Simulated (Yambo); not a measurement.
Yambo run on RhAgO$_{2}$ (space group R-3m, No. 166). The wavefunctions come from this Quantum ESPRESSO step (PBEsol, PseudoDojo standard norm-conserving files, scalar-relativistic):

```
&CONTROL
  calculation = 'nscf'
  pseudo_dir = './pseudo'
  outdir = './out'
/
&SYSTEM
  ibrav = 0
  nat = 4
  ntyp = 3
  ecutwfc = 88.0
  ecutrho = 352.0
  occupations = 'fixed'
  force_symmorphic = .true.
  nbnd = 113
/
&ELECTRONS
  conv_thr = 4e-09
  diago_full_acc = .true.
  diago_thr_init = 1e-08
/
ATOMIC_SPECIES
O 15.9990 O.upf
Rh 102.9055 Rh.upf
Ag 107.8682 Ag.upf
CELL_PARAMETERS angstrom
  1.527013956915   0.881621919081   6.191088630000
 -1.527013956915   0.881621919081   6.191088630000
  0.000000000000  -1.763243838163   6.191088630000
ATOMIC_POSITIONS crystal
O   0.887205637600   0.887205637600   0.887205637600
O   0.112794362400   0.112794362400   0.112794362400
Rh   0.500000000000   0.500000000000   0.500000000000
Ag   0.000000000000   0.000000000000   0.000000000000
K_POINTS automatic
4 4 4 0 0 0
```

Yambo input:

```
rim_cut
gw0
dyson
el_el_corr
HF_and_locXC
ppa
em1d
RandQpts= 1000000
RandGvec= 1 Ry
EXXRLvcs= 88 Ry
VXCRLvcs= 352 Ry
Chimod= "HARTREE"
% BndsRnXp
 9 | 112 |
%
NGsBlkXp= 8 Ry
% LongDrXp
 1.0 | 1.0 | 1.0 |
%
PPAPntXp= 27.2114 eV
% GbndRnge
 1 | 112 |
%
GTermKind= "BG"
DysSolver= "n"
ExtendOut
% QPkrange
 1 | 1 | 24 | 25 |
 3 | 3 | 24 | 25 |
 7 | 7 | 24 | 25 |
 11 | 11 | 24 | 25 |
 13 | 13 | 24 | 25 |
%
```

k points by index: 1 = Γ, 3 = L, 7 = F, 11 = (0.25, -0.5, -0.5), 13 = Z.

Resulting energies as the program prints them:

```
#    K-point    Band    Eo [eV]    E [eV]    E-Eo [eV]    Vxc [eV]    Vnlxc [eV]    Sc|Eo [eV]    Sc|E [eV]    dSc/dw|Eo [eV]    Re(Z)    Im(Z)
#
    1    24    -0.986070    -0.936413    0.049657    -20.20176    -24.13320    3.995665    3.981102    -8.003439    0.772721    -0.001726
    1    25    1.452485    1.850348    0.397863    -20.32717    -17.79011    -2.029288    -2.139197    -7.516171    0.783565    -0.001272
    3    24    -0.404301    -0.352913    0.051388    -22.62585    -27.99332    5.434790    5.418849    -8.466262    0.762698    -0.001505
    3    25    2.171219    2.936613    0.765394    -22.04749    -16.87950    -4.175280    -4.402595    -8.080335    0.771039    -0.001460
    7    24    -0.254816    -0.225054    0.029762    -22.72815    -27.62706    4.937676    4.928672    -8.268457    0.766951    -0.001406
    7    25    2.146316    2.899776    0.753461    -22.61411    -17.52221    -4.114779    -4.338438    -8.076586    0.771122    -0.001150
    11    24    -0.079959    0.005692    0.085651    -22.56558    -27.26807    4.814485    4.788146    -8.380341    0.764540    -0.001428
    11    25    0.762502    1.321714    0.559211    -20.86215    -17.25901    -2.889921    -3.043927    -7.493065    0.784087    -0.001246
    13    24    0.000000    0.086418    0.086418    -21.88356    -26.27879    4.507857    4.481647    -8.264407    0.767038    -0.001401
    13    25    2.156993    2.712569    0.555575    -20.70080    -17.21031    -2.778203    -2.934920    -7.674914    0.780000    -0.001199
```
(The two width columns are left out.) Convergence of these settings isn't established.

Spin-orbit coupling is not included.

Geometry relaxed with PBEsol.

The structure is a Materials Project entry; no match was found in the copy of COD used, and its stability was not checked.
